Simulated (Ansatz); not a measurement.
**Structures of Zr$_{2}$B$_{3}$: which is lowest?**

Plane-wave DFT in Ansatz with scalar-relativistic PAW potentials, cutoff 420 eV, Γ-centred meshes chosen by cell and gap, Gaussian smearing with energies taken to zero width. Every cell was relaxed (cell and atoms) in a run of its own, within the symmetry of its start. Functional: PBE.

Relaxed structures (starts from databases or built by putting these elements on another compound's sites):
A. R-3c, 10 atoms in the computed cell, a = 5.290 Å, c = 18.200 Å; sites (symmetry × multiplicity) Zr 3. × 12, B .2 × 18; start: built
B. P-3m1, 5 atoms in the computed cell, a = 3.243 Å, c = 7.245 Å; sites (symmetry × multiplicity) Zr 3m. × 2, B -3m. × 1 + 3m. × 2; start: built

Question: Rank them by energy. Could pressure change the order?

Answer:
```csv
structure,group,E − E(lowest) (meV/atom),V (Å³/atom),gap on mesh (eV)
A,R-3c,0.0,14.70,0.00
B,P-3m1,51,13.20,0.00
```

A is lowest, 51 meV/atom under B. B is denser by 1.50 Å³/atom, so pressure favours it: ΔE/ΔV, with ΔE in eV and 1 eV/Å³ = 160.2 GPa, gives about 5 GPa for equal enthalpy if both cells were rigid, a rough figure since the two compress differently. Other structures may lie lower than all of these, and vibrations aren't counted.